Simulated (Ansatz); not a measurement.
CdHClO: reading a single point

```
Cd Cl O H
1.0
     1.82198    3.15577    0.00000
    -1.82198    3.15577    0.00000
     0.00000    0.00000   10.22501
Cd Cl O H
2 2 2 2
Direct
  0.33330 0.33340 0.00000
  0.66660 0.66670 0.50000
  0.33330 0.33340 0.33700
  0.66660 0.66670 0.83700
  0.00000 0.00000 0.10000
  0.00000 0.00000 0.60000
  0.00000 0.00000 0.00000
  0.00000 0.00000 0.50000
```

Level: r2SCAN, no spin polarisation; 500 eV; 8×8×3 Γ-centred mesh; fermi-dirac occupations (width 0.1 eV); Ansatz 0.2.0, fixed geometry.

- Contacts: O–H at 1.02 Å: least valence density 2.14 e/Å³ and ELF 0.94 there, a shared, covalent-like contact. Cd–H at 2.10 Å: least valence density 0.28 e/Å³ and ELF 0.11 there. Cd–O at 2.34 Å: least valence density 0.36 e/Å³ and ELF 0.12 there. Both are smooth PAW fields, read partly inside the augmentation spheres.
- Electronic structure: The gap is 2.91 eV, indirect (the least direct gap found is 2.92 eV). A semilocal functional usually gives too small a gap.
- Band edges: Within 0.7 eV of the edges, the states project mainly on Cl p (47 %) and O p (45 %) below the gap and on Cd s (58 %) and Cl p (14 %) above it.
- Forces: The largest is on O6 (and as large on other atoms): 3.02 eV/Å, components (0.00, 0.00, -3.02). It makes 0° with the line to a nearest neighbour, H8 at 1.02 Å, pointing towards it.

Origin: a database entry at a rescaled volume. Caveats: forces this large suggest misplaced atoms in the database entry; atoms or cell far from equilibrium.
